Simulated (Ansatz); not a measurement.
SnSb (rock salt, Fm-3m) under volume change, plane-wave PAW PBEsol (Ansatz code), scaled uniformly.

```csv
V (Å³/atom),E − E(relaxed) (meV/atom),P (GPa)
25.633,51.2,7.09
26.478,21.4,4.31
27.323,5.0,1.96
28.168,0.0,0.00
29.013,___,___
29.858,___,___
30.703,35.9,-4.17
```

Q: Fill in the missing entries.

A: 
- 29.013, E − E(relaxed) (meV/atom): 4.5
- 29.013, P (GPa): -1.64
- 29.858, E − E(relaxed) (meV/atom): 16.9
- 29.858, P (GPa): -3.02

Q: What does a third-order Birch–Murnaghan fit give for V₀, B₀ and B′?

A: V₀ = 28.17 Å³/atom, B₀ = 59.7 GPa, B′ = 4.9.

The workflow started from an entry of the Crystallography Open Database (COD), which files this formula under 2 space groups. Its standing as an ambient phase is unchecked. The PBEsol relaxation kept the symmetry of its start; of distortions, only those at the zone centre were tested. Scalar-relativistic: spin–orbit coupling is off unless named, which matters more the heavier the elements.

Potentials: the later of the program's two PAW sets.
